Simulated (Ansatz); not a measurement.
# How close does DFT come to the measured hyperfine parameters of BN?

Cell of run 1: an entry of the Crystallography Open Database (COD), whose atoms a relaxation with PBE at fixed cell left in place.

```
B N
1.0
     2.49824    0.00000    0.00000
    -1.24912    2.16354    0.00000
     0.00000    0.00000    6.63570
B N
2 2
Direct
  0.33333 0.66667 0.25000
  0.66667 0.33333 0.75000
  0.33333 0.66667 0.75000
  0.66667 0.33333 0.25000
```

Sites (sets of like atoms) are named by element and the number of their first atom in this list.

All runs are DFT with Ansatz 0.2.0 (plane waves and PAW, scalar-relativistic unless spin–orbit coupling is named, Γ-centred meshes, Fermi–Dirac smearing) in this cell.

Run 1: PBE, atoms relaxed; 420 eV, 13×13×4 k-points, smearing 0.02 eV.

B-10: I = 3, Q = 84.59 mb; 11B: I = 3/2, Q = 40.59 mb; ¹⁴N: I = 1, Q = 20.44 mb (Pyykkö 2018). C_Q = eQV_zz/h.

Question: Give |C_Q| of B-10, |C_Q| of 11B, |C_Q| of ¹⁴N for each run, and set them against experiment.

Answer: 

```
     quantity  unit  measured  run 1
|C_Q| of B-10   MHz       6.1   5.79
 |C_Q| of 11B   MHz       2.9   2.78
 |C_Q| of ¹⁴N   MHz       0.2  0.129
```

For the |C_Q| of B-10, the calculation misses by -5 %. For the |C_Q| of 11B, the calculation misses by -4 %. For the |C_Q| of ¹⁴N, the calculation misses by -35 %.

**Where the measured values come from.**

“First-principles theory of extending the spin qubit coherence time in hexagonal boron nitride”, 2022, arXiv:2202.04346 quotes: |C_Q| of B-10 6.1 MHz; |C_Q| of 11B 2.9 MHz; |C_Q| of ¹⁴N about 0.2 MHz. On the |C_Q| of B-10: quoted in a theory paper, not measured there. On the |C_Q| of 11B: quoted in a theory paper, not measured there. On the |C_Q| of ¹⁴N: quoted in a theory paper, not measured there, to one digit only, so it can be off by a third.

The runs hold the atoms at rest, while the measurements include thermal motion.

The cell isn't the equilibrium one in run 1 (calculated pressure 5 GPa), and the entry's cell may itself be off.
